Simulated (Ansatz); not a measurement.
## Computed properties of Be

Be:
```
Be
1.0
    0.00000     2.44928     2.44928
    2.44928     0.00000     2.44928
    2.44928     2.44928     0.00000
Be
2
Cartesian
  1.22464   1.22464   1.22464
  0.00000   0.00000   0.00000
```

Space group Fd-3m (No. 227), diamond; conventional cell a = b = c = 4.8986 Å, α = β = γ = 90.00°.

Method: PBE (plane waves, PAW; program Ansatz). Structure relaxed to zero pressure with the same functional. Other levels are named where they apply.

### Cell and energy

Volume per atom: 14.69 Å³
Density: 1.02 g/cm³

### Electronic structure

* **Electronic character**: metallic (no gap)
* **Density of states at the Fermi level**: 0.48 states/eV per atom (mean over ±0.08 eV)

### Mechanics

- Bulk modulus (Birch–Murnaghan fit): 44.1 GPa
- Pressure derivative B′: 3.3
- Elastic constants (relaxed ions, GPa): C11 = 1.9, C12 = 64.7, C44 = -68.8
- Mechanical stability: unstable (C has a negative eigenvalue)

### Phonons

- Highest zone-centre frequency = 506 cm⁻¹
- Zone-centre stability = no imaginary mode at Γ

The cell is a constructed one: a structure type filled with these elements; neither database checked (COD, Materials Project) lists it. It is not the phase usual at ambient conditions (space group No. 194). The PBE relaxation kept the symmetry of its start. As this level gives no gap, shear constants depend on the k-mesh and smearing (Fermi–Dirac, 0.1 eV here). As this level gives no gap, phonon frequencies hold no LO–TO term and depend on the k-mesh and smearing (Fermi–Dirac, 0.1 eV here).

Potentials: the later of the program's two PAW sets.
